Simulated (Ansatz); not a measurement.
WSe2:
Space group P6₃/mmc (No. 194); a = 3.279 Å, b = 3.279 Å, c = 12.786 Å, α = 90.00°, β = 90.00°, γ = 120.00°

| atom | site | symmetry | x | y | z |
|---|---|---|---|---|---|
| W | 2d | -6m2 | 0.6667 | 0.3333 | 0.2500 |
| Se | 4f | 3m. | 0.3333 | 0.6667 | 0.1183 |

Relaxed with PBE+D3(BJ). Plane-wave PAW PBE+D3(BJ) (Ansatz code) gives a gap of 0.87 eV.

**Question.** What gap does HSE06 give on the same cell (Ansatz, PAW)?

**Answer.** 1.32 eV, 0.45 eV more. The hybrid was solved on a coarser mesh and at special points; its gap is the smallest among all of these.

```
k  v1 PBE+D3(BJ)  c1 PBE+D3(BJ)  v1 HSE06  c1 HSE06
-  -------------  -------------  --------  --------
Γ           0.00           2.63         ?         ?
A          -0.20           2.63     -0.25      3.25
K          -0.19           1.37         ?         ?
H          -0.36           1.38         ?         ?
M          -1.06           2.16         ?         ?
L          -1.21           2.18     -1.44      2.78
```

**Question.** Top valence (v1) and lowest conduction level (c1) in eV from each method's valence maximum (which need not be a listed point): supply the withheld HSE06 values.

**Answer.** 
- M, v1 HSE06: -1.27
- M, c1 HSE06: 2.76
- H, v1 HSE06: -0.39
- H, c1 HSE06: 1.82
- K, v1 HSE06: -0.21
- K, c1 HSE06: 1.82
- Γ, v1 HSE06: 0.00
- Γ, c1 HSE06: 3.26

Cost on shared cores: the PBE+D3(BJ) run (SCF on a 10×10×3 mesh, then bands and DOS) roughly 60 core-seconds, the HSE06 run (SCF on 6×6×2, then a few points) very roughly 6 core-minutes; the tasks are unlike.

Space group P6_3/mmc. The PBE+D3(BJ) relaxation kept the symmetry of its start; phonons on a q-mesh show no instability. The run is not spin-polarised. Scalar-relativistic: spin–orbit coupling is off unless named, which matters more the heavier the elements.

Potentials: the later of the program's two PAW sets.
